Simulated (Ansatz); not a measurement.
Consider the following.

SiSn:
```
CELL_PARAMETERS angstrom
      3.44391     0.00000     0.00000
      0.00000     3.44391     0.00000
      0.00000     0.00000     3.44391
ATOMIC_POSITIONS crystal
  Sn 0.00000 0.00000 0.00000
  Si 0.50000 0.50000 0.50000
```

This is the PBEsol-relaxed structure.

Q: All from PBEsol (plane waves, PAW; program Ansatz), unless another level is named. Give the bulk modulus (Birch–Murnaghan fit).

A: 72.3 GPa.

Q: Next, the highest zone-centre frequency?

A: 152 cm⁻¹.

Q: Next, the elastic constants (relaxed ions, GPa)?

A: C11 = 70.8, C12 = 73.0, C44 = 25.6.

Space group Pm-3m (CsCl type). The cell is a constructed one: a structure type filled with these elements; neither database checked (COD, Materials Project) lists it. Whether it is the stable phase at ambient conditions was not checked. The PBEsol relaxation kept the symmetry of its start. At this level the phase is mechanically unstable. As this level gives no gap, shear constants depend on the k-mesh and smearing (Fermi–Dirac, 0.1 eV here). As this level gives no gap, phonon frequencies hold no LO–TO term and depend on the k-mesh and smearing (Fermi–Dirac, 0.1 eV here). Scalar-relativistic: spin–orbit coupling is off unless named, which matters more the heavier the elements.

Potentials: the earlier of the program's two PAW sets. The files were generated under PBE; for other functionals the program regenerates the frozen cores, and for LDA and PBEsol the local potential too.
